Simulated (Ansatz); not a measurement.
Ge:
```xyz
6
Lattice="-3.5032 3.5032 3.5032 3.5032 -3.5032 3.5032 3.5032 3.5032 -3.5032" Properties=species:S:1:pos:R:3 pbc="T T T"
Ge     1.7516     0.0000     3.5032
Ge     3.5032     1.7516     0.0000
Ge     0.0000     1.7516     3.5032
Ge     1.7516     3.5032     0.0000
Ge     3.5032     0.0000     1.7516
Ge     0.0000     3.5032     1.7516
```

Relaxed with PBEsol. Special points in fractions of this cell's reciprocal vectors: Γ (0.000, 0.000, 0.000); H (0.500, -0.500, 0.500); N (0.000, 0.000, 0.500); P (0.250, 0.250, 0.250).

List the band energies nearest the Fermi level at these points for plane-wave PAW PBEsol with spin–orbit coupling (Ansatz code).

In eV from the Fermi level; about four levels below and three above (degenerate sets whole), none deeper than 8.9 eV; points with the same levels are listed once.

```json
[
 {"k": "Γ", "below": "-2.04 -2.04 -2.04 -2.04 -1.98 -1.98", "above": "1.79 1.79 1.79 1.79"},
 {"k": "H", "below": "-0.16 -0.16 -0.14 -0.14", "above": "0.13 0.13 0.13 0.13"},
 {"k": "N", "below": "-1.26 -1.26 -0.69 -0.69", "above": "1.08 1.08 1.83 1.83"},
 {"k": "P", "below": "-1.76 -1.76 -1.76 -1.76", "above": "2.21 2.21 2.21 2.21"}
]
```

Space group Im-3m. The start of the workflow was typed in or built on a structure type; the Crystallography Open Database copy checked does not list it. It is not the phase usual at ambient conditions (space group No. 227). Symmetry was held in the PBEsol relaxation; of distortions, only those at the zone centre were tested. The volume moved by 22 % from the start of the relaxation.

Potentials: the later of the program's two PAW sets.
